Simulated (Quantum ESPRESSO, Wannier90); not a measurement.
**Wannier functions of Zn$_{2}$SeS (R3m)**

Structure: Materials Project mp-1215446, symmetrised, not relaxed again. Not found in the COD (Crystallography Open Database) copy used; not checked further. Method: PBEsol plane waves in Quantum ESPRESSO 7.5 (PseudoDojo norm-conserving files, 69 Ry, no spin polarisation, no spin-orbit coupling), Bloch states on a 6×6×6 mesh through Γ, Wannier90 4.0.1. Density: 10×10×10 mesh, cold smearing 0.01 Ry. Spin-orbit coupling, left out, would split the p-like bands by a few tenths of an eV.

On the energy scale of pw.x, whose zero is arbitrary, the valence-band maximum lies at 8.01 eV.

Input w.win:

```
num_bands = 5
num_wann = 5
exclude_bands = 1-8,14-53
num_iter = 1000
conv_tol = 1.0e-6
conv_window = 4
write_hr = true
write_u_matrices = true
auto_projections = true
begin unit_cell_cart
ang
   -1.9537499426    3.3839941658    0.0000000000
   -3.9074998851    0.0000000000    0.0000000000
   -1.9537499426    1.1279980553    6.3836530000
end unit_cell_cart
begin atoms_frac
Zn  -0.0037370000 -0.0037370000  0.0112110000
Zn  -0.4963700000 -0.4963700000  0.4891100000
Se   0.3754800000  0.3754800000 -0.1264400000
S   -0.1253470000 -0.1253470000  0.3760410000
end atoms_frac
mp_grid = 6 6 6
begin kpoints
0.0000000000 0.0000000000 0.0000000000
0.0000000000 0.0000000000 0.1666666667
0.0000000000 0.0000000000 0.3333333333
... (213 more lines: the 6x6x6 mesh through Gamma)
end kpoints
```

Input of pw2wannier90.x that gives the overlap and projection files (equivalent; here they were cut from one run over all bands):

```
&inputpp
  outdir = './out'
  prefix = 'pwscf'
  seedname = 'w'
  write_amn = .true.
  write_mmn = .true.
  atom_proj = .true.
  atom_proj_exclude = 1 2 3 4 5 6 7 8 9 10 11 12 13 14 15 16 17 18 19 20 26 27 28 29 30 31 32 33
/
```

Output w.wout (banner and timings cut):

```
                                    ------
                                    SYSTEM
                                    ------

                              Lattice Vectors (Ang)
                    a_1    -1.953750   3.383994   0.000000
                    a_2    -3.907500   0.000000   0.000000
                    a_3    -1.953750   1.127998   6.383653

                   Unit Cell Volume:      84.41077  (Ang^3)

                        Reciprocal-Space Vectors (Ang^-1)
                    b_1     0.000000   1.856736  -0.328087
                    b_2    -1.607981  -0.928368  -0.328087
                    b_3     0.000000   0.000000   0.984262

 *----------------------------------------------------------------------------*
 |   Site       Fractional Coordinate          Cartesian Coordinate (Ang)     |
 +----------------------------------------------------------------------------+
 | zn   1  -0.00374  -0.00374   0.01121   |   -0.00000   0.00000   0.07157    |
 | zn   2  -0.49637  -0.49637   0.48911   |    1.95375  -1.12800   3.12231    |
 | se   1   0.37548   0.37548  -0.12644   |   -1.95375   1.12800  -0.80715    |
 | s    1  -0.12535  -0.12535   0.37604   |   -0.00000   0.00000   2.40052    |
 *----------------------------------------------------------------------------*
                                ------------
                                K-POINT GRID
                                ------------

             Grid size =  6 x  6 x  6      Total points =  216

 *---------------------------------- MAIN ------------------------------------*
 |  Number of Wannier Functions               :                 5             |
 |  Number of Objective Wannier Functions     :                 5             |
 |  Number of input Bloch states              :                 5             |
 |  Output verbosity (1=low, 5=high)          :                 1             |
 |  Timing Level (1=low, 5=high)              :                 1             |
 |  Optimisation (0=memory, 3=speed)          :                 3             |
 |  Length Unit                               :               Ang             |
 |  Post-processing setup (write *.nnkp)      :                 F             |
 |  Using Gamma-only branch of algorithms     :                 F             |
 *----------------------------------------------------------------------------*
 *------------------------------- WANNIERISE ---------------------------------*
 |  Total number of iterations                :              1000             |
 |  Number of CG steps before reset           :                 5             |
 |  Trial step length for line search         :             2.000             |
 |  Convergence tolerence                     :         0.100E-05             |
 |  Convergence window                        :                 4             |
 |  Iterations between writing output         :                 1             |
 |  Iterations between backing up to disk     :               100             |
 |  Write r^2_nm to file                      :                 F             |
 |  Write xyz WF centres to file              :                 F             |
 |  Write on-site energies <0n|H|0n> to file  :                 F             |
 |  Use guiding centre to control phases      :                 F             |
 |  Use phases for initial projections        :                 F             |
 *----------------------------------------------------------------------------*
 *-------------------------------- PLOTTING ----------------------------------*
 |  Plotting Hamiltonian in WF basis          :                 T             |
 *----------------------------------------------------------------------------*

       ... (k-mesh section left out)

 Starting a new Wannier90 calculation ...

 Reading overlaps from w.mmn

 Reading projections from w.amn

 *------------------------------- WANNIERISE ---------------------------------*
 +--------------------------------------------------------------------+<-- CONV
 | Iter  Delta Spread     RMS Gradient      Spread (Ang^2)            |<-- CONV
 +--------------------------------------------------------------------+<-- CONV

 ------------------------------------------------------------------------------
 Initial State
  WF centre and spread    1  ( -1.953750,  1.127998, -0.807246 )     0.23317594
  WF centre and spread    2  ( -1.953750,  1.127959, -0.806946 )     0.23306312
  WF centre and spread    3  ( -1.953750,  1.128037, -0.806946 )     0.23306313
  WF centre and spread    4  ( -1.953750,  1.128145, -0.807072 )     0.23275485
  WF centre and spread    5  ( -1.953750,  1.127851, -0.807072 )     0.23275484
  Sum of centres and spreads ( -9.768750,  5.639990, -4.035282 )     1.16481188

      0     0.116E+01     0.0000000000        1.1648118733  <-- CONV
        O_D=      0.0000000 O_OD=      0.0002254 O_TOT=      1.1648119 <-- SPRD
 ------------------------------------------------------------------------------
      1    -0.837E-13     0.0000030535        1.1648118733  <-- CONV
        O_D=      0.0000000 O_OD=      0.0002254 O_TOT=      1.1648119 <-- SPRD
      2    -0.167E-12     0.0000030503        1.1648118733  <-- CONV
        O_D=      0.0000000 O_OD=      0.0002254 O_TOT=      1.1648119 <-- SPRD
      3    -0.377E-10     0.0000030440        1.1648118732  <-- CONV
        O_D=      0.0000000 O_OD=      0.0002254 O_TOT=      1.1648119 <-- SPRD
      4    -0.205E-10     0.0000063898        1.1648118732  <-- CONV
        O_D=      0.0000000 O_OD=      0.0002254 O_TOT=      1.1648119 <-- SPRD
             <<<     Delta < 1.000E-06  over  4 iterations     >>>
             <<< Wannierisation convergence criteria satisfied >>>
 Final State
  WF centre and spread    1  ( -1.953750,  1.127998, -0.807246 )     0.23317594
  WF centre and spread    2  ( -1.953750,  1.127959, -0.806946 )     0.23306312
  WF centre and spread    3  ( -1.953750,  1.128037, -0.806946 )     0.23306313
  WF centre and spread    4  ( -1.953750,  1.128145, -0.807072 )     0.23275485
  WF centre and spread    5  ( -1.953750,  1.127851, -0.807072 )     0.23275484
  Sum of centres and spreads ( -9.768750,  5.639990, -4.035282 )     1.16481188

         Spreads (Ang^2)       Omega I      =     1.164586487
        ================       Omega D      =     0.000000000
                               Omega OD     =     0.000225386
    Final Spread (Ang^2)       Omega Total  =     1.164811873
```
